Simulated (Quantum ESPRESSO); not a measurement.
## Zr3GaO7F (convergence and cost over cutoff and k mesh)

Computed values, not a measurement. The program is pw.x of Quantum ESPRESSO 7.5 (plane-wave density functional theory). The cell is made up: 12 atoms on a fluorite lattice, with randomly drawn elements, strain and displacements, not relaxed. PseudoDojo standard norm-conserving files (v0.5 for PBE, v0.4.1 for LDA and PBEsol) set the functional; there is no spin polarisation, spin-orbit coupling or dispersion term, and the masses in the input are unused placeholders.

Input of the run in row 4:

```
&control calculation='scf', pseudo_dir='./dojo.nc.sr.pbe.v0_5.standard.upf', outdir='./o', disk_io='medium', tprnfor=.true., tstress=.true. /
&system ibrav=0, nat=12, ntyp=4, nbnd=55, ecutwfc=84.00895049, nosym=.true., tot_charge=0,
 occupations='smearing', smearing='fd', degauss=0.0018374661
/
&electrons conv_thr=7.350e-09, electron_maxstep=60, /
ATOMIC_SPECIES
F 1.0 F.upf
Ga 1.0 Ga.upf
O 1.0 O.upf
Zr 1.0 Zr.upf
CELL_PARAMETERS angstrom
5.0792 0.0719 0.031
0.0719 5.1411 0.0367
0.031 0.0367 5.0356
ATOMIC_POSITIONS angstrom
Zr -0.1982 -0.0455 -0.0535
Zr -0.0064 2.6244 2.4783
Zr 2.6259 0.114 2.3995
Ga 2.6977 2.718 0.0546
O 1.3695 1.4665 1.4635
F 1.2142 1.46 3.7112
O 1.1983 3.932 1.2735
O 1.4187 4.0079 3.8641
O 3.9452 1.4344 1.225
O 3.802 1.5032 3.7701
O 3.8142 3.9705 1.3428
O 4.0122 3.9047 3.8638
K_POINTS automatic
4 4 4 1 1 1
```

The same cell was run at these settings. Meshes are shifted by half a step, and differences are from the last row, which is itself not exact.

| cutoff (eV) | k mesh | k points solved | threshold (eV) | free energy less the last row's (eV) | pressure (GPa) | largest stress difference (GPa) | largest force difference (eV/Å) | iterations | wall time (s) | k-point pools | processor |
| --- | --- | --- | --- | --- | --- | --- | --- | --- | --- | --- | --- |
| 800 | 2 x 2 x 2 | 4 | 1e-04 | 1.909 | -15.25 | 21.98 | 0.152 | 11 | 52 | 1 | AMD EPYC, Zen 5 class |
| 1143 | 1 x 1 x 1 | 1 | 1e-07 | -4.441 | 2.49 | 5.65 | 0.952 | 14 | 66 | 1 | AMD EPYC, Zen 5 class |
| 771 | 4 x 4 x 4 | 32 | 1e-07 | 3.293 | -24.21 | 30.84 | 0.034 | 15 | 393 | 1 | AMD EPYC, Zen 5 class |
| 1143 | 4 x 4 x 4 | 32 | 1e-07 | 0.002 | 6.53 | 0.04 | 0.005 | 15 | 676 | 1 | AMD EPYC, Zen 5 class |
| 1467 | 6 x 6 x 6 | 108 | 1e-07 | 0.000 | 6.56 | 0.00 | 0.000 | 15 | 552 | 4 | Intel Xeon, 2023 or later |

Each pool is one process. Wall times include start-up and a band step at six k points, which weighs most on the coarsest meshes. The runs were on shared virtual cores whose load varied, so times are rough.